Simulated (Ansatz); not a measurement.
BaTiO₃ (cubic perovskite)

```yaml
crystal:
  lattice:
    - [3.96988, 0.00000, 0.00000]
    - [0.00000, 3.96988, 0.00000]
    - [0.00000, 0.00000, 3.96988]
  atoms:
    - { symbol: Ba, position: [0.00000, 0.00000, 0.00000] }
    - { symbol: Ti, position: [0.50000, 0.50000, 0.50000] }
    - { symbol: O, position: [0.00000, 0.50000, 0.50000] }
    - { symbol: O, position: [0.50000, 0.50000, 0.00000] }
    - { symbol: O, position: [0.50000, 0.00000, 0.50000] }
```

The volume is varied about the relaxed value V₀ at fixed cell shape. Symmetry pins the atoms to their sites.

Method: PBEsol (plane waves to 420 eV, PAW, scalar-relativistic; Ansatz, a first-principles code). k mesh 8×8×8 (Γ-centred), Fermi-Dirac smearing 0.05 eV. Energies are smeared free energies. Stress and pressure are positive under compression. BaTiO3 is run without spin polarisation. BaTiO3 was relaxed with its symmetry unable to fall. This is a high-temperature form of BaTiO3. The zero of ΔE is the relaxed starting cell.

```json
[
 {"V (Å³/atom)": "10.511", "ΔE (meV/atom)": "247.3"},
 {"V (Å³/atom)": "11.011", "ΔE (meV/atom)": "127.8"},
 {"V (Å³/atom)": "11.512", "ΔE (meV/atom)": "52.4"},
 {"V (Å³/atom)": "12.012", "ΔE (meV/atom)": "12.1"},
 {"V (Å³/atom)": "12.513", "ΔE (meV/atom)": "0.0"},
 {"V (Å³/atom)": "13.014", "ΔE (meV/atom)": "10.4"},
 {"V (Å³/atom)": "13.514", "ΔE (meV/atom)": "39.1"},
 {"V (Å³/atom)": "14.015", "ΔE (meV/atom)": "82.2"},
 {"V (Å³/atom)": "14.515", "ΔE (meV/atom)": "withheld"}
]
```

Q: Fit a third-order Birch-Murnaghan form (E₀, V₀, B₀, B₀′ free) to the given rows and predict ΔE at V = 14.515.

A: Least squares on the 8 given rows: ΔE = E₀ + (9V₀B₀/16)·y²·[2 + (B₀′ − 4)y], y = (V₀/V)^(2/3) − 1, with V₀ = 12.513 Å³/atom, B₀ = 179.9 GPa (160.2 GPa = 1 eV/Å³; the term in eV is multiplied by 1000), B₀′ = 4.49, E₀ = -0.01 meV/atom; root-mean-square residual 0.06 meV/atom. At 14.515 the fit gives 137.0 meV/atom; the calculation gives 136.9 meV/atom, so the extrapolation is off by 0.1 (+0.1 %). For the pressure the fit gives -19.2 GPa against the computed -19.1 GPa.

(A scan under strain: stresses follow from slopes of the energy per volume, elastic moduli from its curvatures.)
